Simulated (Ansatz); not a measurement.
An Ansatz (an electronic-structure program) run. Input:

Ansatz 0.2 input:
```yaml
crystal:
  lattice:
    - [4.307258095, 0.0, 0.0]
    - [0.0, 4.307258095, 0.0]
    - [0.0, 0.0, 4.307258095]
  atoms:
    - { symbol: Rh, position: [0.0, 0.0, 0.0] }
    - { symbol: Zr, position: [0.5, 0.5, 0.0] }
    - { symbol: Zr, position: [0.5, 0.0, 0.5] }
    - { symbol: Zr, position: [0.0, 0.5, 0.5] }
    - { symbol: H, position: [0.5, 0.5, 0.5] }
kpoints:
  mp_grid: { grid: [7, 7, 7] }
  band_path:
    path:
      - [[0.0, 0.0, 0.0], [0.0, 0.5, 0.0], [0.5, 0.5, 0.0], [0.0, 0.0, 0.0], [0.5, 0.5, 0.5], [0.0, 0.5, 0.0]]  # Γ-X-M-Γ-R-X
      - [[0.5, 0.5, 0.5], [0.5, 0.5, 0.0]]  # R-M
    npoints: 12
basis: { xc_grid: 2 }
hamiltonian:
  xc: pbesol
  pseudopotentials: { azcp: { folder: ./paw }, kind: paw_fr }
magnetization: { noncollinear: true, spin_orbit: true }
scf:
  n_extra_bands: 12
  convergence: { dr2_threshold: 0.0000000001 }
  occupations: { method: gaussian, width: 0.05 }
output: { eigenvalues: true }
```

Output (shortened):

```
Pseudopotential: Rh, paw, valence charge 17
Pseudopotential: Zr, paw, valence charge 12
Pseudopotential: H, paw, valence charge 1
Functional definition: PBEsol
non-collinear run that drives no moment, with spin-orbit …
Crystal: 5 atoms, lattice volume = 79.910 Å³
Basis set: ecut = 420 eV, 1551 PW (Γ), exchange–correlation on 60×60×60 points (8 copies of the dense FFT grid, shifted against one another)
Bands: 66, of which v1, the nominal top of the filled ones, is band 54 counted from 1 (53 counted from 0)
Symmetry: 48 space group operations + 48 with time reversal
k-points: 20 of 343
Projection manifold: j_resolved (fully-relativistic pseudo-atomic orbitals)
SCF iter   1: F=—  HF=-18768.888238 eV  |F-HF|=—  |Δ(HF+E_count)|=         —  Δρ=3.73e-1  dr2=2.59e2  dr2_m=0.00e0 (ungated)  ethr=3.10e-3  |M|=0.00e0 ∫|m|=0.00e0 μB  |m|>n=0.0e0 m-floor=0.0e0 τ_xc=0.0e0  β_m=0.30  ⟨swp⟩=5.8  Hψ=2780  notcnv=0  defer=2
preconditioner: auto → Kerker (q_TF=auto, 2.556 Å⁻¹)
spin=Noncollinear: Kerker preconditioning applied to the charge; magnetization (m_x, m_y, m_z) channels mix plain (no charge-response kernel on spin).
SCF iter   2: F=—  HF=-18746.758196 eV  |F-HF|=—  |Δ(HF+E_count)|=    2.21e1  Δρ=7.67e-2  dr2=6.06e0  dr2_m=0.00e0 (ungated)  ethr=3.10e-3  |M|=0.00e0 ∫|m|=0.00e0 μB  |m|>n=0.0e0 m-floor=0.0e0 τ_xc=0.0e0  β_m=0.28  ⟨swp⟩=3.5  Hψ=1703  notcnv=0  defer=108
SCF iter   3: F=—  HF=-18746.317458 eV  |F-HF|=—  |Δ(HF+E_count)|=   4.41e-1  Δρ=3.39e-2  dr2=1.07e0  dr2_m=0.00e0 (ungated)  ethr=3.10e-3  |M|=0.00e0 ∫|m|=0.00e0 μB  |m|>n=0.0e0 m-floor=0.0e0 τ_xc=0.0e0  β_m=0.64  ⟨swp⟩=2.1  Hψ=961  notcnv=0  defer=104
SCF iter   4: F=—  HF=-18746.267407 eV  |F-HF|=—  |Δ(HF+E_count)|=   5.01e-2  Δρ=1.22e-2  dr2=3.47e-1  dr2_m=0.00e0 (ungated)  ethr=1.98e-3  |M|=0.00e0 ∫|m|=0.00e0 μB  |m|>n=0.0e0 m-floor=0.0e0 τ_xc=0.0e0  β_m=0.66  ⟨swp⟩=2.9  Hψ=1074  notcnv=0  defer=104
SCF iter   5: F=—  HF=-18746.234821 eV  |F-HF|=—  |Δ(HF+E_count)|=   3.26e-2  Δρ=6.99e-3  dr2=1.25e-1  dr2_m=0.00e0 (ungated)  ethr=6.43e-4  |M|=0.00e0 ∫|m|=0.00e0 μB  |m|>n=0.0e0 m-floor=0.0e0 τ_xc=0.0e0  β_m=0.83  ⟨swp⟩=1.8  Hψ=762  notcnv=0  defer=106
SCF iter   6: F=—  HF=-18746.220661 eV  |F-HF|=—  |Δ(HF+E_count)|=   1.42e-2  Δρ=2.49e-3  dr2=1.60e-2  dr2_m=0.00e0 (ungated)  ethr=2.31e-4  |M|=0.00e0 ∫|m|=0.00e0 μB  |m|>n=0.0e0 m-floor=0.0e0 τ_xc=0.0e0  β_m=0.91  ⟨swp⟩=1.6  Hψ=684  notcnv=0  defer=106
SCF iter   7: F=—  HF=-18746.219067 eV  |F-HF|=—  |Δ(HF+E_count)|=   1.59e-3  Δρ=6.29e-4  dr2=1.02e-3  dr2_m=0.00e0 (ungated)  ethr=2.96e-5  |M|=0.00e0 ∫|m|=0.00e0 μB  |m|>n=0.0e0 m-floor=0.0e0 τ_xc=0.0e0  β_m=0.93  ⟨swp⟩=1.7  Hψ=659  notcnv=0  defer=106
SCF iter   8: F=—  HF=-18746.218969 eV  |F-HF|=—  |Δ(HF+E_count)|=   9.86e-5  Δρ=2.30e-4  dr2=1.42e-4  dr2_m=0.00e0 (ungated)  ethr=1.88e-6  |M|=0.00e0 ∫|m|=0.00e0 μB  |m|>n=0.0e0 m-floor=0.0e0 τ_xc=0.0e0  β_m=0.97  ⟨swp⟩=1.8  Hψ=723  notcnv=0  defer=106
SCF iter  12: F=-18746.218947 eV  HF=-18746.218947 eV  |F-HF|=1.09e-11  |Δ(HF+E_count)|=  9.82e-11  Δρ=1.91e-7  dr2=2.44e-11  dr2_m=0.00e0 (ungated)  ethr=1.00e-12  |M|=0.00e0 ∫|m|=0.00e0 μB  |m|>n=0.0e0 m-floor=0.0e0 τ_xc=0.0e0  ⟨swp⟩=10.7  Hψ=2631  notcnv=0
SCF 1 converged in 12 iterations: F = -18746.218947 eV  dr2 = 2.44e-11
NSCF: frozen V_eff on 74 k-points
SCF converged after 12 iterations
Magnetization: |M| = 0.0000 μB,  M = (+0.0000, +0.0000, +0.0000) μB
Absolute magnetization: 0.0000 μB (∫|m|)
  site 0: m = (+0.0000, +0.0000, +0.0000) μB, |m| = 0.0000 μB  (R = 1.26 Å)
  site 1: m = (+0.0000, +0.0000, +0.0000) μB, |m| = 0.0000 μB  (R = 0.89 Å)
  site 2: m = (+0.0000, +0.0000, +0.0000) μB, |m| = 0.0000 μB  (R = 0.89 Å)
  site 3: m = (+0.0000, +0.0000, +0.0000) μB, |m| = 0.0000 μB  (R = 0.89 Å)
  site 4: m = (+0.0000, +0.0000, +0.0000) μB, |m| = 0.0000 μB  (R = 0.89 Å)
Free energy (F): -18746.218947 eV
Harris-Foulkes:  -18746.218947 eV  (|F-HF|=1.09e-11)
Internal energy: -18746.212979 eV  (E = F + TS)
E sigma→0 (E₀):  -18746.215963 eV
Entropy (-TS):   -0.005968 eV (-1.194 meV/atom)
Fermi energy:    15.963836 eV
--- Per-component energies (eV) ---
  E_band       = -386.183610
  E_kinetic    = 1505.605296
  E_local      = -3612.678383  (includes V_loc(G=0)·N_el)
  E_nonlocal   = 531.018441
  E_hartree    = 1291.154996
  E_xc         = -672.693215
  E_vxc        = -814.377498  (∫ρ·V_xc dr)
  E_paw        = -12274.922912  (= ΣΔE_a)
  E_vpaw       = -578.061150  (= ΣTr[D̂ρ^β])
  E_aug_tail   = -0.000444  (compensation charges beyond the density's cutoff)
  E_ewald      = -5514.474136
  E_core_change = 0.777379  (= ΣΔE_core)
  E_smearing   = -0.005968  (= −TS)
  E_closure    =  0.000000  (closes the sum)
  Σ components = -18746.218947   (vs F -18746.218947, Δ=0.00e0)
  [band-id]    e_kinetic+e_local+e_nonlocal+2·e_hartree+e_vxc+e_vpaw+e_augmentation_tail = -386.183748   (vs E_band -386.183610, Δ=-1.39e-4)
--- Band table (eV; the first three rows and the last of 20) ---
  k-point 0: bands = ["-61.9050", "-61.9050", "-32.5307", "-32.5307", "-32.4556", "-32.4556", "-32.1898", "-32.1898", "-32.1898", "-32.1898", "-28.5996", "-28.5996", "-28.5996", "-28.5996", "-11.8697", "-11.8697", "-11.8697", "-11.8697", "-11.2645", …
  k-point 1: bands = ["-61.9050", "-61.9050", "-32.5345", "-32.5345", "-32.4408", "-32.4408", "-32.2011", "-32.2011", "-32.1896", "-32.1896", "-28.5995", "-28.5995", "-28.5993", "-28.5993", "-11.8650", "-11.8650", "-11.8416", "-11.8416", "-11.2867", …
  k-point 2: bands = ["-61.9050", "-61.9050", "-32.5404", "-32.5404", "-32.4049", "-32.4049", "-32.2319", "-32.2319", "-32.1892", "-32.1892", "-28.5994", "-28.5994", "-28.5986", "-28.5986", "-11.8544", "-11.8544", "-11.7638", "-11.7638", "-11.3529", …
  k-point 19: bands = ["-61.9050", "-61.9050", "-32.5329", "-32.5329", "-32.2843", "-32.2843", "-32.2718", "-32.2718", "-32.2713", "-32.2713", "-28.6010", "-28.6010", "-28.6008", "-28.6008", "-11.9661", "-11.9661", "-11.7079", "-11.7079", "-11.6951", …
```

Cost: about 60 core-seconds (a rough figure) on shared cores.

Space group Pm-3m. The start of the workflow was typed in or built on a structure type; neither database checked (COD, Materials Project) lists it. Whether it is the stable phase at ambient conditions was not checked. The cell was relaxed with PBEsol under the symmetry of its start. At this level the phase is mechanically unstable. No spin polarisation was allowed.

Potentials: the earlier of the program's two PAW sets. The files were generated under PBE; for other functionals the program regenerates the frozen cores, and for LDA and PBEsol the local potential too.

Ansatz is a plane-wave DFT program.
